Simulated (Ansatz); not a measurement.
Values for one crystal, relaxed and computed with the program Ansatz at the r²SCAN level (PAW); other levels are named.

- Volume per atom = 15.46 Å³
- Electronic character = metallic (no gap)
- Pressure derivative B′ = 4.0
- Density of states at the Fermi level = 0.38 states/eV per atom (mean over ±0.08 eV)
- Formation energy from the elements (no fitted shifts) = -127 kJ/mol-atom
- Bulk modulus (Birch–Murnaghan fit) = 144 GPa

Q: Which compound is it?
(A) CeGe2Ru2, I4/mmm (Ce on 2a, Ge on 4e, Ru on 4d)
(B) SiRu2, Pnma (Si on 4c, Ru on 4c, Ru on 4c)
(C) CaSi, Cmcm (Ca on 4c, Si on 4c)
(D) TiP, P6_3/mmc (Ti on 4f, P on 2a, P on 2d)

A: D, TiP, P6_3/mmc (Ti on 4f, P on 2a, P on 2d)

The workflow started from an entry of the Crystallography Open Database (COD). Whether it is the stable phase at ambient conditions was not checked. The r²SCAN relaxation kept the symmetry of its start; its stability against distortions is not shown here. No spin polarisation was allowed. The references are the lowest solids computed at this level, not always the standard phases.

Potentials: the later of the program's two PAW sets.
